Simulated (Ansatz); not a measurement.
Values for one crystal, relaxed and computed with DFT-r²SCAN in the program Ansatz with PAW potentials; other levels are named.

```yaml
volume_per_atom: 25.42 Å³
electronic_character: metallic (no gap)
Density of states at the Fermi level: 0.71 states/eV per atom (mean over ±0.08 eV)
Formation energy from the elements (no fitted shifts): -0.60 eV/atom
```

Which compound is it?
(A) ScCd, CsCl type
(B) TaRe, Cmmm (Ta on 2c, Re on 2a)
(C) YHg, CsCl type
(D) YPd3, Cu3Au type

C, YHg, CsCl type

Space group Pm-3m (CsCl type). The first step of the workflow began from a Materials Project structure, measured or hypothetical; the Crystallography Open Database files this formula in space group No. 221, but the cells were not matched. Its standing as an ambient phase is unchecked. The cell was relaxed with r²SCAN under the symmetry of its start; whether a distortion lowers the energy is not shown. No spin polarisation was allowed. The references are the lowest solids computed at this level, not always the standard phases. Scalar-relativistic: spin–orbit coupling is off unless named, which matters more the heavier the elements.

Potentials: the later of the program's two PAW sets.
